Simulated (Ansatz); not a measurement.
A: NiO (rock salt), a = 4.1906 Å, b = 4.1906 Å, c = 4.1906 Å, α = 90.00°, β = 90.00°, γ = 90.00°
B: Nb (bcc, W type), a = b = c = 3.3029 Å, α = β = γ = 90.00°
C: CdSe (zinc blende), a = b = c = 6.133 Å, α = β = γ = 90.00°

Scan: energy against volume (even scaling of the relaxed cell, symmetry kept). All come from one method, each on a k mesh of its own. All were relaxed with their symmetry unable to fall. Nb is run without spin polarisation. NiO is run spin-polarised and with no Hubbard U; the real compound is an antiferromagnetic insulator, a state that this run doesn't describe. Relaxed NiO ends ferromagnetic. The PAW data are Ansatz's earlier set. Other magnetic orders were not checked, so this need not be the ground state. (This holds for the magnetic or f-shell members.)

Task: Rank these by bulk modulus (fitted) (lowest first), as r2SCAN (plane waves to 500 eV, PAW, scalar-relativistic; Ansatz, an electronic-structure program) gives it.

Result: C (51.5 GPa), B (174 GPa), A (214 GPa)

(Under strain, the slope of the energy per volume gives the stress and its curvature an elastic modulus.)
